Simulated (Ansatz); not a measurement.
The start is a relaxed FeSi cell shaken by Gaussian noise of σ = 0.08 Å a coordinate. The cell and all atomic positions are relaxed at zero pressure with PBE (plane waves to 420 eV, PAW, scalar-relativistic; Ansatz, a program for electronic structure). First-step values are on the input's coarse k-mesh.

Ansatz input (later rounds restart from its end on a renewed k-mesh):
Ansatz 0.2 input:
```yaml
crystal:
  lattice:
    - [4.4479717521, 0, 0]
    - [0, 4.4479717521, 0]
    - [0, 0, 4.4479717521]
  atoms:
    - { symbol: Fe, position: [0.8792473352, 0.8517841106, 0.8842852158] }
    - { symbol: Fe, position: [0.3608059252, 0.6177762497, 0.157799236] }
    - { symbol: Fe, position: [0.1305480114, 0.3780754321, 0.6424413724] }
    - { symbol: Fe, position: [0.6502163774, 0.15895033, 0.3678664649] }
    - { symbol: Si, position: [0.1388344427, 0.1714537976, 0.1483770582] }
    - { symbol: Si, position: [0.693580936, 0.3357720113, 0.8419482868] }
    - { symbol: Si, position: [0.848318691, 0.6799311957, 0.3247952645] }
    - { symbol: Si, position: [0.3193493531, 0.8241630612, 0.6952607343] }
basis: { ecutwfc: 420, ecutrho_ratio: 4, xc_grid: 2, fft_grid_basis: typed }
kpoints: { mp_grid: { grid: [5, 5, 5] } }
hamiltonian:
  xc: pbe
  dispersion: none
  pseudopotentials: { kind: paw }
scf: { occupations: { method: fermi_dirac, width: 0.05 } }
relax: { f_tol: 0.01, max_steps: 100, cell: { stress_tol: 0.02 } }
output: { forces: true, stress: true }
```

Energy released: 0.15 eV/atom
Relative to the parent: It relaxes back to the parent, P2₁3 (No. 198)
Band gap at the end: no clear gap: the sampled points leave 0.16 eV away from the symmetry points, which may be a band crossing missed between them
Optimiser moves: 4

Relaxed structure:

Space group P2₁3 (No. 198); a = b = c = 4.448 Å, α = β = γ = 90.00°

```json
[
 {"atom": "Fe", "site": "4a", "symmetry": ".3.", "x": "0.8638", "y": "0.8638", "z": "0.8638"},
 {"atom": "Si", "site": "4a", "symmetry": ".3.", "x": "0.1591", "y": "0.1591", "z": "0.1591"}
]
```

Final values are on a 11×11×11 k-mesh of the relaxed cell. No spin polarisation in the result. A magnetic state may lie lower.
